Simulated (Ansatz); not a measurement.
# Bond compression in NbRu

```
Nb Ru
1.0
     3.18400    0.00000    0.00000
     0.00000    3.18400    0.00000
     0.00000    0.00000    3.18400
Nb Ru
1 1
Direct
  0.00000 0.00000 0.00000
  0.50000 0.50000 0.50000
```

The cell is entry 1523398 of the Crystallography Open Database, unrelaxed.

Its shortest bond, of 2.757 Å between atom 1 (Nb) and the nearest image of atom 2 (Ru), is scaled by moving both atoms along it, with the cell held. The force apart is half the difference of the two atoms' forces along the bond; it holds the pull and push of their other neighbours too.

Level of theory: DFT with PBEsol, scalar-relativistic, in Ansatz 0.2.0; a Γ-centred 9×9×9 k mesh, Fermi–Dirac smearing of 0.05 eV, no spin polarisation. LAPW: all electrons, basis error target 1 meV/atom; PAW: frozen-core files, cutoff 420 eV; norm-conserving: pseudopotentials, cutoff 1143 eV; PAW (cutoff 600 eV): frozen-core files, cutoff 600 eV.

Energies are extrapolated to zero smearing and count from the unscaled cell; pressure is positive in compression; gaps take the mesh and a band path. No temperature or zero-point motion is included.

The PAW files were made under PBE.

```csv
bond (Å),force apart (eV/Å),P LAPW (GPa),ΔE LAPW (eV/atom),P PAW − LAPW (GPa),ΔE PAW − LAPW (meV/atom),force PAW − LAPW (eV/Å)
2.757,0.00,-9.85,0.000,0.02,0.0,0.000
2.592,0.40,-8.25,0.015,0.02,-0.1,-0.001
2.427,1.60,-2.61,0.091,0.02,-0.2,0.000
1.765,23.33,87.9,?,0.16,5.3,0.114
```

(1) Give the missing entry: row "1.765", column "ΔE LAPW (eV/atom)".

(2) At the last bond length, how far do norm-conserving and PAW (cutoff 600 eV) lie from LAPW in pressure and in the largest force component?

(3) How do the Löwdin populations by LAPW change from the unscaled cell to the last row, on the two atoms of the bond?

Answers

(1) 2.722.

(2) norm-conserving: +1.88 GPa, 0.349 eV/Å; PAW (cutoff 600 eV): +0.11 GPa, 0.058 eV/Å, on a LAPW pressure of 87.9 GPa.

(3) Nb1 4s 1.95 → 1.91, Nb1 4p 5.99 → 5.94, Nb1 4d 4.14 → 4.28, Ru2 4s 1.95 → 1.91, Ru2 5s 0.76 → 0.84, Ru2 4p 5.99 → 5.94, Ru2 4d 7.29 → 7.23 electrons an atom. These are projections on the shells that the free atoms fill; 0.16 e a cell lies outside them at the start and 0.17 e at the end.
